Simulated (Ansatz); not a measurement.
The computed numbers are results of PBEsol, scalar-relativistic (no spin polarisation) in the plane-wave PAW code Ansatz at 420 eV, Γ-centred 8×8×6 mesh, 0.05 eV Gaussian smearing; PAW files: Ansatz's generated set soft_2.

The calculation on XN, where X is one element, gave:

```json
{
 "Space group": "P4/nmm (No. 129)",
 "Conventional cell": "a = 4.010 Å, b = 4.010 Å, c = 4.864 Å, α = 90.00°, β = 90.00°, γ = 90.00°",
 "Volume": "19.55 Å³/atom",
 "Band gap": "zero (metallic)",
 "Density of states at the Fermi level": "about 0.08 states/(eV·atom) (so small a value isn't resolved on this mesh)",
 "Formation energy from the elements (0 K, uncorrected)": "0.55 eV/atom (unstable against the elements)"
}
```

Sites: X on 2c, N on 2a.

Task: Which element is X?
A. Tl
B. Pb
C. At
D. Bi

Result: D. X is Bi, so the compound is BiN.

This is a trial structure made by placing the elements on a prototype's sites, so it needn't be the stable form.

No spin–orbit coupling, a notable omission for heavy elements.
